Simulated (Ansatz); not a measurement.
Zone-centre modes in HfN

These are results of DFT PBEsol, scalar-relativistic, plane waves, PAW (Ansatz 0.2.0), not measurements. The runs took a 420 eV cutoff, a Γ-centred 18×18×12 mesh and Gaussian smearing (0.15 eV). Spin–orbit coupling is left out, which can shift energies with elements as heavy as these. No spin polarisation.

The starting cell (relaxed at this level; this zinc-blende form isn't the usual structure):

```
Hf N
1.0
     0.00000   -2.43353   -2.43353
     0.00000    2.43353   -2.43353
     4.86707    0.00000    0.00000
Hf N
2 2
Direct
  0.50000 0.50000 0.50000
  0.00000 0.00000 0.00000
  0.00000 0.50000 0.25000
  0.50000 0.00000 0.75000
```

Harmonic modes by finite displacements of 0.02 Å, without the LO–TO term. The cell doubles the primitive one, so its zone centre also holds the primitive cell's point q = (0, 1/2, 1/2).

Problem. At this geometry, is the structure stable against these modes?

Solution. Yes: no mode is imaginary beyond 10 cm⁻¹, and only the three translations lie near zero.

Problem. List the wavenumbers in cm⁻¹.

Solution. 0, 0, 0, 121, 121, 179, 503, 503, 516, 516, 517, 612.

Cost: 1 run of about 13 core-minutes, on Intel Xeon Platinum 8259CL (Skylake/Cascade Lake) (shared hosts).